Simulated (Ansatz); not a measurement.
**Piezoelectric tensor of GaP**

Method: Ansatz 0.2.0, DFT PBE0, scalar-relativistic, plane waves, PAW. Cutoff 420 eV, 6×6×6 k-points (Γ-centred), fixed occupations. No spin polarisation.

The cell is fixed (symmetry leaves no force on the atoms) and stands under 0.0 GPa:
```
CELL_PARAMETERS angstrom
0.00000 2.73020 2.73020
2.73020 0.00000 2.73020
2.73020 2.73020 0.00000
ATOMIC_POSITIONS crystal
Ga 0.00000 0.00000 0.00000
P 0.25000 0.25000 0.25000
```

The cell is the ideal cubic zincblende prototype.

(1) Give the relaxed-ion proper piezoelectric stress tensor e_iJ (C/m², Voigt columns xx yy zz yz xz xy).

(2) With the elastic constants (GPa, Voigt order)
C11 = 144.0, C12 = 62.0, C13 = 62.0, C22 = 144.0, C23 = 62.0, C33 = 144.0, C44 = 72.6, C55 = 72.6, C66 = 72.6 GPa; the others vanish.
find the strain coefficients d = e·C⁻¹ (pC/N).

## Answers

(1)
```
x    0.000  0.000  0.000 -0.124  0.000  0.000
y    0.000  0.000  0.000  0.000 -0.124  0.000
z    0.000  0.000  0.000  0.000  0.000 -0.124
```
Signs follow the orientation of the cell as given.

(2)
```
x    0.00  0.00  0.00 -1.71  0.00  0.00
y    0.00  0.00  0.00  0.00 -1.71  0.00
z    0.00  0.00  0.00  0.00  0.00 -1.71
```

Cost: 1 run of about 35 core-minutes, on Arm Neoverse V2 (shared hosts).